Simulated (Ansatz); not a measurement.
**Profile along the Se–Zn line in ZnSe (zinc blende)**

ZnSe (zinc blende)

Space group F-43m (No. 216); a = b = c = 5.6656 Å, α = β = γ = 90.00°

```tsv
atom	site	symmetry	x	y	z
Se	4d	-43m	0.7500	0.7500	0.7500
Zn	4a	-43m	0.0000	0.0000	0.0000
```
(The calculation used a cell of 2 atoms; values per cell refer to that cell.)

Fields along a shortest Se–Zn line of a {110} plane (2.45 Å), from Se to Zn, interpolated on the slice's grid (step about 0.2 Å). These are r2SCAN (plane waves to 500 eV, PAW, scalar-relativistic; Ansatz, a program for electronic structure) values and carry that method's errors. k mesh 10×10×10. These are valence fields of a PAW run, semicore shells included where kept as valence: close to a nucleus they are smooth pseudo fields. ZnSe was relaxed with its symmetry unable to fall.

```tsv
distance from Se (Å)	valence electron density (e/Å³)	electron localisation function	density of the highest valence band (e/Å³)	density of the lowest conduction band (e/Å³)
0.00	45.22	x	0.001	0.087
0.12	39.27	x	0.025	0.095
0.25	26.13	x	0.083	0.113
0.37	13.86	x	0.150	0.126
0.49	6.36	x	0.203	0.123
0.61	2.86	0.73	0.227	0.102
0.74	1.46	0.81	0.221	0.069
0.86	0.92	0.83	0.195	0.040
0.98	0.70	0.83	0.160	0.021
1.10	0.56	0.78	0.125	0.018
1.23	0.47	0.62	0.093	0.021
1.35	0.42	0.38	0.066	0.034
1.47	0.45	0.22	0.042	0.053
1.59	0.59	0.17	0.022	0.072
1.72	0.94	0.13	0.009	0.082
1.84	1.86	0.08	0.003	0.075
1.96	4.46	x	0.002	0.051
2.08	11.17	x	0.002	0.022
2.21	23.99	x	0.001	0.004
2.33	39.18	x	0.000	0.001
2.45	39.65	x	0.000	0.001
```

x: too close to a nucleus for the ELF to mean much. Band densities are of whole bands, smooth part only.

Density on the Se–Zn line (2.45 Å) at its density minimum, 1.3 Å from Se: 0.42 e/Å³. ELF at that point: 0.4. ELF maximum in the middle third of the Se–Zn line: 0.83, 0.9 Å from Se.
